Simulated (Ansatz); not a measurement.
A distorted cell of B$_{2}$O$_{3}$ (space group P3_121):

```yaml
crystal:
  lattice:
    - [4.43437, 0.00000, 0.00000]
    - [-2.21719, 3.84028, 0.00000]
    - [0.00000, 0.00000, 8.53574]
  atoms:
    - { symbol: B, position: [0.77908, 0.59845, 0.77623] }
    - { symbol: B, position: [0.40155, 0.18064, 0.10957] }
    - { symbol: B, position: [0.81936, 0.22092, 0.44290] }
    - { symbol: B, position: [0.59845, 0.77908, 0.22377] }
    - { symbol: B, position: [0.18064, 0.40155, 0.89043] }
    - { symbol: B, position: [0.22092, 0.81936, 0.55710] }
    - { symbol: O, position: [0.12530, 0.53453, 0.46239] }
    - { symbol: O, position: [0.46547, 0.59077, 0.79572] }
    - { symbol: O, position: [0.40923, 0.87470, 0.12905] }
    - { symbol: O, position: [0.53453, 0.12530, 0.53761] }
    - { symbol: O, position: [0.59077, 0.46547, 0.20428] }
    - { symbol: O, position: [0.87470, 0.40923, 0.87095] }
    - { symbol: O, position: [0.00000, 0.82880, 0.66667] }
    - { symbol: O, position: [0.17120, 0.17120, 0.00000] }
    - { symbol: O, position: [0.82880, 0.00000, 0.33333] }
```

These are PBEsol (plane waves to 420 eV, PAW, scalar-relativistic; Ansatz, a first-principles code) values and carry that method's errors. k mesh 7×7×4 (Γ-centred), Fermi-Dirac smearing 0.05 eV. The energy includes the smearing's −TS. Stress and pressure are positive under compression. B2O3 was relaxed with its symmetry unable to fall.

What is the stress tensor (GPa)?


```
  -3.50     0.00     0.00
   0.00    -3.50     0.00
   0.00     0.00    -0.87
```
The pressure, a third of the trace, is -2.63 GPa.

It is the relaxed cell scaled evenly to V/V₀ = 1.060, atoms relaxed where free. What is its energy relative to the relaxed cell?

4.8 meV/atom.

(Under strain, the slope of the energy per volume gives the stress and its curvature an elastic modulus.)
